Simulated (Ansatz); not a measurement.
NaTl$_{2}$GaF$_{6}$ in space group Fm-3m (No. 225; Na on 4b, Tl on 8c, Ga on 4a, F on 24e), r²SCAN in the plane-wave PAW code Ansatz. The conduction-band minimum lies at X, with 3 equivalent valleys. Second derivatives d²E/dk² of the lowest band at one valley (eV·Å²), along Cartesian directions:

```csv
direction,d²E/dk²
[100],26.84
[010],9.798
[001],9.798
[110],18.32
[101],18.32
[011],9.799
```

Problem. Find the principal effective masses, the density-of-states mass and the conductivity mass.

Solution. Off-diagonal terms follow from H_xy = H[110] − (H_xx + H_yy)/2, and m*/mₑ = 7.620 eV·Å² over each eigenvalue: 0.28, 0.78, 0.78. One valley's DOS mass (m₁m₂m₃)^(1/3) = 0.56, conductivity mass 3/(Σ 1/mᵢ) = 0.49 mₑ.

Problem. What effective density of states Nc follows at 300 K for parabolic valleys?

Solution. Nc = 2.509e19 × 3 × (0.56)^(3/2) ≈ 3.2e19 cm⁻³.

The workflow started from a Materials Project entry (that database holds measured and hypothetical structures alike); the Crystallography Open Database copy checked does not list it. Whether it is the stable phase at ambient conditions was not checked. Symmetry was held in the r²SCAN relaxation; its stability against distortions is not shown here. Spin–orbit coupling is left out wherever it is not named.

Potentials: the later of the program's two PAW sets.

Edges and masses are those of Kohn–Sham bands, whose gap is no quasiparticle gap.
